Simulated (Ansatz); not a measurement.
**Two states of MnPtF₆**

```
Pt Mn F
1.0
     3.32960    1.92235    2.08858
    -3.32960    1.92235    2.08858
     0.00000   -3.84470    2.08858
Pt Mn F
1 1 6
Direct
  0.50000 0.50000 0.50000
  0.00000 0.00000 0.00000
  0.27600 0.91600 0.27600
  0.27600 0.27600 0.91600
  0.91600 0.27600 0.27600
  0.72400 0.08400 0.72400
  0.08400 0.72400 0.72400
  0.72400 0.72400 0.08400
```

The numbers come from plane-wave PAW DFT (Ansatz): r2SCAN, with U_eff = 5.02 eV on Mn d (all-electron-ortho-atomic projectors), 500 eV, 5×5×5 Γ-centred k points, fermi-dirac occupations (width 0.0695 eV). Nothing was relaxed.

State A: no moments (no spin polarisation). State B: Pt1 up, Mn2 up (collinear spin).

Which state is lower, and how do they differ?

State B is lower by 553.5 meV an atom at zero smearing; in free energy at this smearing B lies -543.2 meV an atom from A.

```json
{"state": "A", "free energy (meV/atom)": "543.2", "largest moment in a small sphere (μB)": "0.00", "net moment (μB/cell)": "0.00", "gap on mesh (eV)": "metal", "pressure (GPa)": "27.8", "largest force (eV/Å)": "3.12"}
{"state": "B", "free energy (meV/atom)": "0.0", "largest moment in a small sphere (μB)": "2.39", "net moment (μB/cell)": "5.00", "gap on mesh (eV)": "0.72", "pressure (GPa)": "32.9", "largest force (eV/Å)": "3.91"}
```

Origin: a known structure type with other elements, at an estimated volume, so it need not be a known compound. Caveats: the state breaks the symmetry of the cell; no spin-orbit coupling, which can shift this gap by tenths of an eV; atoms or cell far from equilibrium; odd electron count without spin polarisation, so a magnetic state may lie lower.
